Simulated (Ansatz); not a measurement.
SrGa2H2:
```cif
data_H2Ga2Sr
_chemical_formula_sum 'Ga2 H2 Sr1'
_space_group_name_H-M_alt 'P-3m1'
_space_group_IT_number 164
_space_group_name_Hall '-P 3 2"'
_cell_length_a 4.35207
_cell_length_b 4.35207
_cell_length_c 4.57664
_cell_angle_alpha 90.000
_cell_angle_beta 90.000
_cell_angle_gamma 120.000
loop_
_atom_site_label
_atom_site_type_symbol
_atom_site_symmetry_multiplicity
_atom_site_Wyckoff_symbol
_atom_site_fract_x
_atom_site_fract_y
_atom_site_fract_z
_atom_site_occupancy
Ga1 Ga 2 d 0.33333 0.66667 0.46562 1
H1 H 2 d 0.33333 0.66667 0.09559 1
Sr1 Sr 1 a 0.00000 0.00000 0.00000 1
```

Relaxed with PBEsol.

Tabulate the valence density and the electron localisation function along the shortest H–Sr contact (2.55 Å), the program Ansatz at the PBEsol level (PAW).



```csv
distance from H (Å),density (e/Å³),ELF
0.26,1.04,1.00
0.38,0.67,1.00
0.51,0.43,0.98
0.64,0.29,0.94
0.77,0.20,0.73
0.89,0.15,0.36
1.02,0.13,0.12
1.15,0.13,0.07
1.28,0.18,0.12
1.40,0.29,0.34
1.53,0.52,0.66
1.66,0.93,0.82
1.79,1.52,0.86
1.91,2.20,0.85
2.04,2.68,0.77
2.17,2.66,0.53
2.30,2.11,0.19
```

The density is the valence pseudo-density with augmentation charge, so density and ELF within about 1 Å of a nucleus are not all-electron values.

The workflow started from an entry of the Crystallography Open Database (COD). Whether it is the stable phase at ambient conditions was not checked. Symmetry was held in the PBEsol relaxation; its stability against distortions is not shown here.

Potentials: the later of the program's two PAW sets.
